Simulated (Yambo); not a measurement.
SrCl2 (fluorite, space group Fm-3m, No. 225): a test of whether the lowest BSE state is resolved, against the k mesh (Yambo, PBEsol bands; otherwise 3 valence and 6 conduction bands, static screening with 42 bands and a 4 Ry block, scissor 2.74 eV, Tamm-Dancoff).

```json
[
 {"k mesh": "4×4×4", "direct gap (eV)": "8.08", "lowest state (eV)": "7.26", "difference (eV)": "0.82", "k points taking part": "4.1", "rough cost": "about 1/30"},
 {"k mesh": "6×6×6", "direct gap (eV)": "8.08", "lowest state (eV)": "7.40", "difference (eV)": "0.69", "k points taking part": "12", "rough cost": "about 1/4"},
 {"k mesh": "8×8×8", "direct gap (eV)": "8.08", "lowest state (eV)": "7.41", "difference (eV)": "0.67", "k points taking part": "50", "rough cost": "1"}
]
```

The last step moves the difference by 0.02 eV. On the densest mesh the state covers enough k points to be a bound exciton; its binding is converged only as far as that last step shows.

These are vertical excitations (zero momentum); the indirect quasiparticle gap, about 7.70 eV, is smaller than the direct one (8.08 eV on the GW mesh). The scissor comes from a G0W0 run whose convergence isn't established; costs are rough.

Geometry relaxed with PBEsol; primitive cell a = b = c = 4.8833 Å, α = β = γ = 60.00°.
